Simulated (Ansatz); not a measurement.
Co (hcp (Mg type)) was relaxed and computed twice in Ansatz (plane waves, PAW), once with PBE+D3(BJ) and once with PBEsol.

```tsv
	run 1	run 2
cell	a = b = 2.4701 Å, c = 3.9903 Å, α = β = 90.00°, γ = 120.00°	a = 2.4559 Å, b = 2.4559 Å, c = 3.9678 Å, α = 90.00°, β = 90.00°, γ = 120.00°
spin order, net moment (μB/atom)	ferromagnetic; net 1.59	ferromagnetic; net 1.56
```

Question: Which run used which functional?

Answer: Run 1 is PBE+D3(BJ), run 2 is PBEsol.

Spin orders computed, not proven ground states: Co, hcp (Mg type) with PBE+D3(BJ) ferromagnetic; Co, hcp (Mg type) with PBEsol ferromagnetic. All cells were relaxed under the symmetry of their starts (and spin orders); stability against distortions was not tested throughout.

Potentials: the earlier of the program's two PAW sets. The files were generated under PBE; for other functionals the program regenerates the frozen cores, and for LDA and PBEsol the local potential too.

Ansatz (an electronic-structure program) is a plane-wave DFT program.
